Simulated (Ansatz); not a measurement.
## ZnS with Te replacing S: do the settings matter for the field gradients?

This input was run with Ansatz:

```yaml
crystal:
  lattice:
    - [7.6454, 0.0, 0.0]
    - [-3.8227, 6.621110622, 0.0]
    - [0.0, 0.0, 12.52]
  atoms:
    - { symbol: Zn, position: [0.0, 0.0, 0.0] }
    - { symbol: Zn, position: [0.0, 0.5, 0.0] }
    - { symbol: Zn, position: [0.5, 0.0, 0.0] }
    - { symbol: Zn, position: [0.5, 0.5, 0.0] }
    - { symbol: Zn, position: [0.0, 0.0, 0.5] }
    - { symbol: Zn, position: [0.0, 0.5, 0.5] }
    - { symbol: Zn, position: [0.5, 0.0, 0.5] }
    - { symbol: Zn, position: [0.5, 0.5, 0.5] }
    - { symbol: Zn, position: [0.1666666666, 0.3333333334, 0.25] }
    - { symbol: Zn, position: [0.1666666666, 0.8333333334, 0.25] }
    - { symbol: Zn, position: [0.6666666666, 0.3333333334, 0.25] }
    - { symbol: Zn, position: [0.6666666666, 0.8333333334, 0.25] }
    - { symbol: Zn, position: [0.3333333334, 0.1666666666, 0.75] }
    - { symbol: Zn, position: [0.3333333334, 0.6666666666, 0.75] }
    - { symbol: Zn, position: [0.8333333334, 0.1666666666, 0.75] }
    - { symbol: Zn, position: [0.8333333334, 0.6666666666, 0.75] }
    - { symbol: Te, position: [0.0, 0.0, 0.1875] }
    - { symbol: S, position: [0.0, 0.5, 0.1875] }
    - { symbol: S, position: [0.5, 0.0, 0.1875] }
    - { symbol: S, position: [0.5, 0.5, 0.1875] }
    - { symbol: S, position: [0.0, 0.0, 0.6875] }
    - { symbol: S, position: [0.0, 0.5, 0.6875] }
    - { symbol: S, position: [0.5, 0.0, 0.6875] }
    - { symbol: S, position: [0.5, 0.5, 0.6875] }
    - { symbol: S, position: [0.1666666666, 0.3333333334, 0.4375] }
    - { symbol: S, position: [0.1666666666, 0.8333333334, 0.4375] }
    - { symbol: S, position: [0.6666666666, 0.3333333334, 0.4375] }
    - { symbol: S, position: [0.6666666666, 0.8333333334, 0.4375] }
    - { symbol: S, position: [0.3333333334, 0.1666666666, 0.9375] }
    - { symbol: S, position: [0.3333333334, 0.6666666666, 0.9375] }
    - { symbol: S, position: [0.8333333334, 0.1666666666, 0.9375] }
    - { symbol: S, position: [0.8333333334, 0.6666666666, 0.9375] }
kpoints:
  mp_grid: { grid: [3, 3, 2], shift: [0.5, 0.5, 0.5] }
scf:
  occupations: { method: fermi_dirac, width: 0.01 }
  algorithm: density_mixing
  n_extra_bands: 4
hamiltonian:
  xc: pbe
  pseudopotentials: { kind: paw }
output:
  forces: true
  stress: true
  populations: true
  efg:
    quadrupole_moments_barn: { Zn: 0.122, S: -0.0694 }
    contact_densities: true
```

It converged. Of its output the block on the nuclei alone is shown, without the SCF iterations, energies, forces and stress (one atom of each set, the first 14 sets):

```
--- PAW observables at the nuclei: V_zz in 10²¹ V/m², potentials from the cell's mean, atoms counted from 1 ---
  atom   1  Zn V_zz =    -2.560669   η = 0.0139   by run symmetry: allowed   C_q = -7.5538 MHz
            electrostatic potential = -3941.750083 V   contact ρ = 166608.818387 e/Å³
  atom   2  Zn V_zz =    +0.200976   η = 0.1578   by run symmetry: allowed   C_q = +0.5929 MHz
            electrostatic potential = -3941.960981 V   contact ρ = 166603.626671 e/Å³
  atom   4  Zn V_zz =    +0.199233   η = 0.1928   by run symmetry: allowed   C_q = +0.5877 MHz
            electrostatic potential = -3941.961280 V   contact ρ = 166603.626296 e/Å³
  atom   5  Zn V_zz =    +0.184133   η = 0.1838   by run symmetry: allowed   C_q = +0.5432 MHz
            electrostatic potential = -3941.961807 V   contact ρ = 166603.739186 e/Å³
  atom   6  Zn V_zz =    +0.182320   η = 0.1693   by run symmetry: allowed   C_q = +0.5378 MHz
            electrostatic potential = -3941.986274 V   contact ρ = 166603.583703 e/Å³
  atom   8  Zn V_zz =    +0.184462   η = 0.2127   by run symmetry: allowed   C_q = +0.5442 MHz
            electrostatic potential = -3941.986317 V   contact ρ = 166603.584701 e/Å³
  atom   9  Zn V_zz =    -2.700155   η = 0.0374   by run symmetry: allowed   C_q = -7.9653 MHz
            electrostatic potential = -3941.752296 V   contact ρ = 166609.084241 e/Å³
  atom  10  Zn V_zz =    -2.659618   η = 0.0537   by run symmetry: allowed   C_q = -7.8457 MHz
            electrostatic potential = -3941.752648 V   contact ρ = 166609.117178 e/Å³
  atom  11  Zn V_zz =    -0.035355   η = 0.9119   by run symmetry: allowed   C_q = -0.1043 MHz
            electrostatic potential = -3941.947855 V   contact ρ = 166603.790981 e/Å³
  atom  13  Zn V_zz =    -0.052380   η = 0.5406   by run symmetry: allowed   C_q = -0.1545 MHz
            electrostatic potential = -3941.982989 V   contact ρ = 166603.759106 e/Å³
  atom  14  Zn V_zz =    +0.036576   η = 0.9202   by run symmetry: allowed   C_q = +0.1079 MHz
            electrostatic potential = -3941.977657 V   contact ρ = 166603.716034 e/Å³
  atom  15  Zn V_zz =    +0.064375   η = 0.5916   by run symmetry: allowed   C_q = +0.1899 MHz
            electrostatic potential = -3941.983005 V   contact ρ = 166603.759549 e/Å³
  atom  17  Te V_zz =    +0.870095   η = 0.6620   by run symmetry: allowed
            electrostatic potential = -8645.746378 V   contact ρ = 1468688.286821 e/Å³
  atom  18  S  V_zz =    -0.751731   η = 0.1579   by run symmetry: allowed   C_q = +1.2615 MHz
            electrostatic potential = -1633.436170 V   contact ρ = 19765.173188 e/Å³
```

Question: Can these gradients be trusted, and how do they compare with a run on standard settings?

Answer: As results of these settings, within the limits told below. Against the standard input the change is `kpoints.mp_grid.shift`: not typed → [0.5, 0.5, 0.5]; `scf.algorithm`: not typed → density_mixing; `scf.n_extra_bands`: not typed → 4. A site carries the number of its first atom; V_zz in 10²¹ V/m².

| site | V_zz standard | η standard | V_zz here | η here |
| --- | --- | --- | --- | --- |
| Zn1 | -2.55 | 0.00 | -2.56 | 0.01 |
| Zn9 | -2.72 | 0.05 | -2.70 | 0.04 |
| Zn10 | -2.72 | 0.05 | -2.66 | 0.05 |
| Te | 1.18 | 0.00 | 0.87 | 0.66 |
| S18 | -0.88 | 0.19 | -0.75 | 0.16 |
| S20 | -0.88 | 0.19 | -0.90 | 0.08 |
| S25 | 0.28 | 0.80 | -0.28 | 0.87 |
| S26 | 0.28 | 0.80 | 0.30 | 0.65 |
| S27 | 0.25 | 0.00 | 0.20 | 0.48 |
| S29 | -0.36 | 0.56 | -0.37 | 0.33 |
| S31 | -0.36 | 0.56 | -0.33 | 0.66 |
| S30 | 0.18 | 0.00 | 0.12 | 0.77 |

The largest change of V_zz along a kept axis is on Te, from 1.18 to 0.87. In per cent, |V_zz| changes by -2 to +1 on Zn, -26 on Te, -14 to +3 on S (all sites that start above 0.5). Where |V_zz| stays above 0.1 and the axes keep their order, η moves most on S30, from 0.00 to 0.77. On S24 (not in the table) V_xx and V_yy change places (or their axes turn by over 50°), so the two values of η hide a larger change. On S25, S22, Zn13 (not all in the table) the largest principal value lies along another axis in the second run, so the two V_zz can't be compared directly. The table leaves out 12 of the 24 sites, with |V_zz| up to 0.22; their tensors move by 0.08 at most along any direction. The statements above cover all sites. Symmetry makes η zero on Zn1, Te, S27, S30; the changed mesh lacks the crystal's symmetry, and the η that it gives there is an artefact. SCF iterations: 9 and 9. New warnings: symmetry narrowed by mesh.

On the reference run: The defect repeats with the cell of 32 atoms, so it feels its images: sites between two images don't show the values beside a lone defect, and zeros or small values of η there can come from the images' arrangement. S and Zn carry a gradient in the pure host already, so the values there aren't the defect's effect alone. Without spin–orbit coupling the gradients at and beside Te can be off by some per cent, at some sites by more. The neighbours have not yet relaxed around the defect (largest force 2.4 eV/Å), so a real crystal will differ.
